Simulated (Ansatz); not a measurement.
The relaxed structure here is a generated cell of Ru: the first start was made by placing the elements on the sites of a structure type, and the end was not matched to a known phase here, so it may be hypothetical. Known forms of Ru include space group No. 194.

A relaxed cell of Ru (R-3m (No. 166)), relaxed on a k-mesh at least as fine as the one used below. Calculation: PBEsol (plane waves to 420 eV, PAW, scalar-relativistic; Ansatz, a quantum-chemistry and plane-wave program). Γ-centred k-mesh 7×14×14 on the run's cell (coarser than for final values), Fermi–Dirac smearing 0.05 eV.

```
CELL_PARAMETERS angstrom
      2.67226     1.54283     9.11792
     -1.33613     0.77142     4.55896
      0.00000    -1.54283     4.55896
ATOMIC_POSITIONS crystal
  Ru 0.04573 0.09146 0.09146
  Ru 0.54573 0.09146 0.09146
  Ru 0.45427 0.90854 0.90854
  Ru 0.95427 0.90854 0.90854
```

Every atom was then displaced, and the forces became (eV/Å):

```json
[
 {"atom": "Ru1", "Fx": "0.50", "Fy": "-1.19", "Fz": "-0.79"},
 {"atom": "Ru2", "Fx": "-0.68", "Fy": "-0.09", "Fz": "0.13"},
 {"atom": "Ru3", "Fx": "1.06", "Fy": "1.06", "Fz": "0.54"},
 {"atom": "Ru4", "Fx": "-0.88", "Fy": "0.22", "Fz": "0.12"}
]
```

Question: Which atom was moved farthest relative to the others, and in which direction?

Answer: Ru1, by (-0.07, 0.18, 0.01) Å (0.19 Å, mean shift removed); the next is Ru3 with 0.14 Å. Its force makes an angle of 152° with its move.

All displacements (Å):

```
atom      ux      uy      uz
----  ------  ------  ------
Ru1   -0.076   0.195   0.046
Ru2    0.075   0.029   0.011
Ru3   -0.049  -0.110  -0.024
Ru4    0.027  -0.054   0.102
```

Question: Estimate the energy cost of the displacement in the harmonic approximation and compare with the calculation.

Answer: For a harmonic well ΔE = −½ Σ F·u = 0.282 eV a cell, or 71 meV/atom. The calculated energy relative to the undisplaced cell is +0.07 eV/atom, so the harmonic estimate holds well.

The undisplaced cell is probably no minimum: from this displacement the run went on to P6₃/mmc (No. 194), 0.49 eV/atom below it.

No spin polarisation in the result.
